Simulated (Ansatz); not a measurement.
HfC: pressure against volume

HfC, Fm-3m, a = 4.607 Å. Ansatz: PBEsol, PAW, 420 eV, Γ-centred 16×16×16 mesh on 2 atoms, Gaussian smearing 0.10 eV; no spin polarisation. Symmetry fixes shape and atoms, so the cell is only scaled; pressure is positive in compression.

```tsv
V (Å³/atom)	P (GPa)
11.492	?
11.858	7.97
12.225	-0.04
12.592	-6.95
12.959	-12.91
```

Task: Take V0 = 12.225 Å³/atom, count pressures from its P0 = -0.04 GPa, fit the third-order Birch–Murnaghan form to the other rows, and predict the missing pressure.

Result: With the Eulerian strain f = ½[(V0/V)^(2/3) − 1] and y = (P − P0)/[3f(1 + 2f)^(5/2)], the form is the line y = B0 + 1.5 B0 (B0′ − 4) f. Rows (f, y): 0.01026, 247.3; -0.00976, 247.9; -0.01906, 248.0. Means f = -0.006187, y = 247.73; Σ(Δf)² = 0.0004490, ΣΔfΔy = -0.01116; the slope is their ratio. y = 247.6 − 24.85 f GPa, so B0 = 247.6 GPa and B0′ = 4 + 2 × (-24.85)/(3 × 247.6) = 3.93. At V = 11.492, f = 0.02104, y = 247.08 and P = 17.25 GPa. The run gave 17.25 GPa, the same to the digits shown. The form still works here, 33 % of the fitted range beyond its end.

Spin–orbit coupling is left out, which can shift energies with elements as heavy as these.